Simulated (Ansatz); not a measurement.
The relaxed structure here is a generated cell of BaS2: the first start was made by a random draw of sites in a space group, and the end was not matched to a known phase here, so it may be hypothetical.

A relaxed cell of BaS$_{2}$ (Amm2 (No. 38)), relaxed on a k-mesh at least as fine as the one used below. Method: r2SCAN (plane waves to 500 eV, PAW, scalar-relativistic; Ansatz, a first-principles code). Γ-centred k-mesh 6×5×3 on the run's cell (coarser than for final values), Fermi–Dirac smearing 0.05 eV.

```xyz
6
Lattice="4.2597 0.0000 0.0000 0.0000 2.6384 4.0726 0.0000 -5.2767 8.1453" Properties=species:S:1:pos:R:3 pbc="T T T"
Ba     0.0000     0.0000     6.5030
Ba     0.0000    -2.6384    10.5757
S      2.1299     1.5816     4.5710
S      2.1299    -1.0568     8.6437
S      2.1299    -1.5816     4.5710
S      2.1299    -4.2199     8.6437
```

The atoms are displaced by (Å):

```
atom      ux      uy      uz
----  ------  ------  ------
Ba1   -0.138   0.080   0.065
Ba2    0.067   0.022  -0.056
S3     0.014  -0.052  -0.118
S4     0.130  -0.042  -0.138
S5    -0.059   0.003  -0.012
S6    -0.021   0.032   0.001
```

What forces (eV/Å) and pressure result?


```json
[
 {"atom": "Ba1", "Fx": "0.65", "Fy": "0.14", "Fz": "-0.66"},
 {"atom": "Ba2", "Fx": "-0.13", "Fy": "0.06", "Fz": "0.08"},
 {"atom": "S3", "Fx": "0.03", "Fy": "0.88", "Fz": "0.16"},
 {"atom": "S4", "Fx": "-0.57", "Fy": "0.44", "Fz": "0.45"},
 {"atom": "S5", "Fx": "-0.09", "Fy": "-0.56", "Fz": "0.16"},
 {"atom": "S6", "Fx": "0.11", "Fy": "-0.96", "Fz": "-0.19"}
]
```

Pressure -0.3 GPa.

Estimate the energy cost of the displacement in the harmonic approximation and compare with the calculation.

For a harmonic well ΔE = −½ Σ F·u = 0.192 eV a cell, or 32 meV/atom. The calculated energy relative to the undisplaced cell is +30 meV/atom, so the harmonic estimate holds well.

The relaxed cell holds bonded S–S pairs (2.11 Å). No spin polarisation in the result.

The run that gave the undisplaced cell could not lose the symmetry of its start; a randomly shaken copy of 6 atoms returns to this structure.
